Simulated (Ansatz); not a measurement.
Starting cell, GaAs (zinc blende):

```xyz
4
Lattice="0.0000 5.6656 5.6656 2.8328 0.0000 2.8328 2.8328 2.8328 0.0000" Properties=species:S:1:pos:R:3 pbc="T T T"
As     4.2492     4.2492     4.2492
As     4.2492     7.0820     7.0820
Ga     0.0000     0.0000     0.0000
Ga     2.8328     5.6656     2.8328
```

A phonon eigenvector at L = (0.5, 0.0, 0.0) is frozen into this cell: atom i moves by Q times the vector below, so Q is the largest atomic displacement, in Å. The cell is held. (q is in reciprocal vectors of the primitive cell; the cell shown is doubled to hold the pattern.)

```
atom       x       y       z
----  ------  ------  ------
As1   -0.553   0.553   0.553
As2    0.553  -0.553  -0.553
Ga3    0.577  -0.577  -0.577
Ga4   -0.577   0.577   0.577
```

Computed with r2SCAN (plane waves to 500 eV, PAW, scalar-relativistic; Ansatz, an electronic-structure program). k mesh 5×10×10 (Γ-centred), Fermi-Dirac smearing 0.05 eV. GaAs was relaxed with its symmetry unable to fall. The PAW data are Ansatz's earlier set. 

| Q (Å) | −dE/dQ from forces (eV/Å) |
|---|---|
| -0.280 | 27.384 |
| -0.233 | 19.488 |
| -0.187 | 13.603 |
| -0.140 | 9.132 |
| -0.093 | 5.608 |
| -0.047 | 2.666 |
| 0.000 | 0.000 |
| 0.047 | -2.666 |
| 0.093 | -5.608 |
| 0.140 | -9.132 |
| 0.187 | -13.603 |
| 0.233 | -19.488 |
| 0.280 | -27.384 |

Question: What harmonic wavenumber does the curvature at Q = 0 give?

Answer: 235 cm⁻¹. E″ = 56.14 eV/Å², M = Σ mᵢ|uᵢ|² = 276.9 u, ν̃ = 521.5·√(|E″|/M).

(A displaced cell: forces are minus the slopes of the energy, force constants its curvatures, and phonons follow from these.)
